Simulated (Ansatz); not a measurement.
The relaxed structure here is a generated cell of BN: the first start was made by placing the elements on the sites of a structure type, and the end was not matched to a known phase here, so it may be hypothetical. Known forms of BN include space group No. 186, 194, 216.

A relaxed structure of BN. Space group C2/c (No. 15). Computed with PBEsol (plane waves to 420 eV, PAW, scalar-relativistic; Ansatz, a program for electronic structure).

```xyz
4
Lattice="2.1516 -1.2532 0.0000 2.1516 1.2532 0.0000 -1.5569 0.0000 4.0466" Properties=species:S:1:pos:R:3 pbc="T T T"
B      0.2974     0.6266     2.0233
B      1.0758    -0.6266     0.0000
N      0.9839    -0.4400     3.0350
N      1.7624     0.4400     1.0117
```

**Question.** Give the band gap at the level PBEsol.

**Answer.** 1.81 eV, indirect (valence top at k = (0, 0.0667, -0.5), conduction bottom at k = (0, 0.4, 0.375)) (no spin-orbit coupling).

**Question.** Estimate the smallest direct gap that PBEsol returns for this input.

**Answer.** 2.96 eV at Y2.

No spin polarisation in the result.

The run could not lose the symmetry of its start, so the end can be a saddle point.
